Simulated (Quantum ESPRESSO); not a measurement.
Field gradients of K$_{3}$RbF$_{4}$ from PBE PAW (JTH datasets; density from pw.x of a modified build of Quantum ESPRESSO, gradients reconstructed from it by a script), 22.5 Ha, k-mesh 4×4×4 through Γ:

```xyz
8
Lattice="5.5193 0.0000 0.0000 0.0000 5.5193 0.0000 0.0000 0.0000 5.5193" Properties=species:S:1:pos:R:3 pbc="T T T"
Rb     0.0000     0.0000     0.0000
F      2.7596     0.0000     0.0000
K      0.0000     2.7596     2.7596
F      2.7596     2.7596     2.7596
K      2.7596     0.0000     2.7596
F      0.0000     0.0000     2.7596
K      2.7596     2.7596     0.0000
F      0.0000     2.7596     0.0000
```
The cell was made here from a computed Materials Project entry: one of 4 K replaced by Rb, cell and atoms relaxed (PBE without dispersion, pw.x of Quantum ESPRESSO, symmetry kept). The parent is KF in Fm-3m. The swapped cell is a model, not a known phase. Stability against distortions was not tested.

Vzz is the sum of three terms, each taken along its main axis: the smooth valence density, the ions (nucleus and frozen core) with the augmentation charges of all other spheres, and the all-electron minus smooth density in the atom's own sphere. The split hangs on the datasets.  Cores are frozen. Against all-electron runs on small test molecules, this scheme's |Vzz| missed by −6 to +4 % (−29 % in KF) on F.

```tsv
site	smooth valence density	ions and other spheres	own sphere	Vzz (a.u.)
F1 (atoms 2, 6, 8)	-0.069	0.051	___	___
```

Task: What belongs in the gaps?

Result: 
- F1 (atoms 2, 6, 8), own sphere: -0.106
- F1 (atoms 2, 6, 8), Vzz (a.u.): -0.124
